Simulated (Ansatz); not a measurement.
Values for one crystal, relaxed and computed with DFT-HSE06 in the program Ansatz with PAW potentials; other levels are named.

```yaml
volume_per_atom: 14.42 Å³
band_gap: 3.11 eV (indirect)
smallest_direct_gap_on_the_standard_path: 3.39 eV
conduction_band_minimum: at W (6 equivalent valleys)
valence_band_maximum: at Γ
```

**Question.** Which of these materials gives this?
(A) Cs2KScF6, Fm-3m (K on 4b, Cs on 8c, Sc on 4a, F on 24e)
(B) InHO2, Pnnm (In on 2a, H on 2c, O on 4g)
(C) Ba2H6Os, Fm-3m (Ba on 8c, H on 24e, Os on 4a)
(D) BaC2, R-3m (Ba on 3a, C on 6c)

**Answer.** C, Ba2H6Os, Fm-3m (Ba on 8c, H on 24e, Os on 4a)

The workflow started from a Materials Project entry (that database holds measured and hypothetical structures alike); the Crystallography Open Database copy checked does not list it. Its standing as an ambient phase is unchecked. The HSE06 relaxation kept the symmetry of its start; its stability against distortions is not shown here. The run is not spin-polarised. The hybrid was solved on a coarse mesh, the path and, where they were found, the r²SCAN edge points; its band edges are the extreme levels among these. Scalar-relativistic: spin–orbit coupling is off unless named, which matters more the heavier the elements.

Potentials: the later of the program's two PAW sets.
